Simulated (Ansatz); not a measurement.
**LiRh (P-6m2): electronic heat capacity from the density of states**

The calculation used DFT r2SCAN, scalar-relativistic, plane waves, PAW (Ansatz).

Plane waves to 500 eV, a k mesh through Γ of 18×18×10 on the computed 2-atom cell and Gaussian smearing (0.10 eV); collinear spin from starting moments 0 0.35 μB.

Relaxed cell: P-6m2, a = 2.645 Å, b = 2.645 Å, c = 4.331 Å, α = 90.00°, β = 90.00°, γ = 120.00°, 2 atoms in the primitive cell. Whether it is the stable form of this composition wasn't checked.

The density of states at the Fermi level is 0.884 states/eV in the cell of 2 atoms (1 formula unit; both spins, tetrahedra on a 27×27×15 mesh). The run ends with a moment of 0.29 μB a cell (largest on a site 0.32 μB), and the figure is for this state; a paramagnetic sample can have a quite different one. Another magnetic order, if the compound takes it, can change N(E_F) and the shape of the cell a good deal.

Task: What Sommerfeld coefficient does this give?

Result: Per formula unit N(E_F) = 0.884 states/eV. γ = (π²/3) k_B² N(E_F) N_A = 2.357 mJ/(mol K²) per state/eV, so γ = 2.1 mJ/(mol K²), a mole of formula units. This is the bare band result: a measured γ of the same phase and magnetic order is as a rule larger by a factor 1 + λ from phonons and spin fluctuations. N(E_F) at one energy is sensitive to the mesh where the density of states has sharp peaks.

The state reached may not be the lowest one.

Only this magnetic start was tried.